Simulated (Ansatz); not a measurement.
AlRh:
Space group Pm-3m (No. 221); a = b = c = 2.977 Å, α = β = γ = 90.00°

```csv
atom,site,symmetry,x,y,z
Al,1b,m-3m,0.5000,0.5000,0.5000
Rh,1a,m-3m,0.0000,0.0000,0.0000
```

Relaxed with r²SCAN.

Task: Tabulate the valence density and the electron localisation function along the shortest Al–Al contact (2.98 Å), r²SCAN in the plane-wave PAW code Ansatz.

Result: 

| distance from Al (Å) | density (e/Å³) | ELF |
|---|---|---|
| 0.30 | 0.06 | -0.01 |
| 0.45 | 0.07 | 0.03 |
| 0.60 | 0.12 | 0.07 |
| 0.74 | 0.17 | 0.20 |
| 0.89 | 0.21 | 0.34 |
| 1.04 | 0.22 | 0.42 |
| 1.19 | 0.21 | 0.44 |
| 1.34 | 0.21 | 0.43 |
| 1.49 | 0.20 | 0.43 |
| 1.64 | 0.21 | 0.43 |
| 1.79 | 0.21 | 0.44 |
| 1.94 | 0.22 | 0.42 |
| 2.08 | 0.21 | 0.34 |
| 2.23 | 0.17 | 0.20 |
| 2.38 | 0.12 | 0.07 |
| 2.53 | 0.07 | 0.03 |
| 2.68 | 0.06 | -0.01 |

The density is the valence pseudo-density with augmentation charge, so density and ELF within about 1 Å of a nucleus are not all-electron values.

A made-up cell: these elements were put on the sites of a structure type; the Crystallography Open Database copy checked does not list it. Its standing as an ambient phase is unchecked. Symmetry was held in the r²SCAN relaxation; its stability against distortions is not shown here. The run is not spin-polarised.

Potentials: the earlier of the program's two PAW sets.
